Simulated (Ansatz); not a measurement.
Input:

MoIr:
```yaml
crystal:
  lattice:
    - [0.00000, 2.58782, 2.58782]
    - [2.58782, 0.00000, 2.58782]
    - [2.58782, 2.58782, 0.00000]
  atoms:
    - { symbol: Ir, position: [0.00000, 0.00000, 0.00000] }
    - { symbol: Mo, position: [0.50000, 0.50000, 0.50000] }
```

This is the PBE-relaxed structure.

### Question
All from plane-wave PAW PBE (Ansatz code), unless another level is named. Estimate the formation energy from the elements (no fitted shifts).

### Answer
0.76 eV/atom.

### Question
Predict the density of states at the Fermi level.

### Answer
1.3 states/eV per atom (mean over ±0.08 eV).

Space group Fm-3m (rock salt). The start of the workflow was typed in or built on a structure type; neither database checked (COD, Materials Project) lists it. COD files the formula under space group No. 51. Whether it is the stable phase at ambient conditions was not checked. Symmetry was held in the PBE relaxation; its stability against distortions is not shown here. The run is not spin-polarised. The volume moved by 17 % from the start of the relaxation. Its formation energy is positive at this level, so the cell may be metastable or incomplete. The references are the lowest solids computed at this level, not always the standard phases. Spin–orbit coupling is left out wherever it is not named.

Potentials: the later of the program's two PAW sets.
